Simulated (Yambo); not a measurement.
AgCl (space group Cmcm, No. 63), G0W0@LDA in Yambo (4×4×4 mesh, plasmon pole; 6 Ry block, no terminator). The number N of bands in W and G is varied.

```csv
N,x = 1/N,"gap (0.25, 0.25, 0) → Γ (eV)",shift of the valence edge (eV)
47,0.02128,2.037,-0.324
62,0.01613,1.843,-0.395
80,0.01250,1.744,-0.481
99,0.01010,?,?
```

**Question.** Basis-set arguments suggest E = E∞ + A x. Fix A and E∞ from the two rows above the withheld one, predict the row at 99 bands, and test the form.

**Answer.** Gap: A = (1.744 − (1.843))/(0.01250 − 0.01613) = 27.3, E∞ = 1.403 eV, so 1.679 eV is predicted; the run gave 1.678 eV (miss 1 meV). The first two rows have slope 37.7, so the form doesn't hold yet over the whole range. Shift: A = (-0.481 − (-0.395))/(0.01250 − 0.01613) = 23.7, E∞ = -0.777 eV, so -0.538 eV is predicted; the run gave -0.538 eV (miss 0 meV). The first two rows have slope 13.8, so the form doesn't hold yet over the whole range. The other settings are held fixed.

Spin-orbit coupling is not included.

Geometry relaxed with LDA; primitive cell a = b = 5.614 Å, c = 3.774 Å, α = β = 90.00°, γ = 141.94°.

This is not the ordinary phase of the substance; no match was found in the copy of COD used, and its stability was not checked.

A shift is the quasiparticle energy of the state minus its LDA energy.
